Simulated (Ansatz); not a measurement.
The elements of this relaxed trial crystal are hidden behind letters.

```
lattice vectors (Å)
   3.3299   -3.3377    0.0000
   3.3299    3.3377    0.0000
   0.0000    0.0000    6.2381
fractional positions
X 0.0000 0.0000 0.7605
X 0.0000 0.0000 0.2395
X 0.5000 0.5000 0.5000
Z 0.5000 0.5000 0.0000
Q 0.7810 0.2190 0.0000
Q 0.8071 0.1929 0.5000
Q 0.6838 0.6838 0.7800
Q 0.6838 0.6838 0.2200
Q 0.3162 0.3162 0.7800
Q 0.3162 0.3162 0.2200
Q 0.2190 0.7810 0.0000
Q 0.1929 0.8071 0.5000
```

Theory: DFT PBE, scalar-relativistic, plane waves, PAW (Ansatz 0.2.0). Settings of the last relaxation (12-atom cell): 420 eV, 6×6×4 k points, Gaussian smearing of 0.02 eV, no spin polarisation.

| Quantity | Value |
| --- | --- |
| Space group | Cmmm (No. 65) |
| Conventional cell | a = 6.660 Å, b = 6.675 Å, c = 6.238 Å |
| Volume per atom | 11.56 Å³ |
| Density | 8.28 g/cm³ |
| Formation energy | −3.122 eV/atom |
| Gap on the 6×6×4 mesh of the 12-atom cell | 2.74 eV |

Energies are uncorrected and count from the elements' standard states at the same level.

Question: X is a d-block element of period 6, Z is a p-block element of period 3 and Q is a p-block element of period 2. Which elements are they?

Answer: X = Hf, Z = Si, Q = O, so the formula is Hf3SiO8. Density times volume gives a mean mass of 8.28 × 11.56/1.6605 = 57.6 u per atom, and this set has 57.6 u. Hf on a site of symmetry mm2 has 6 O at 2.07–2.11 Å and 1 Hf at 2.99 Å; Si has 6 O at 1.84–1.88 Å and 2 Hf at 3.12 Å; O on a site of symmetry m2m has 1 Si at 1.88 Å and 2 Hf at 2.09 Å; 3 more sites not described. Other sets within the hints have nearly the same mass, so mass alone doesn't settle it; this one was computed.

These runs have no spin–orbit coupling, which can matter for Hf. Kohn–Sham gaps at this level usually fall short of measured ones. Symmetry constrained the relaxation, so the result can be a saddle point.
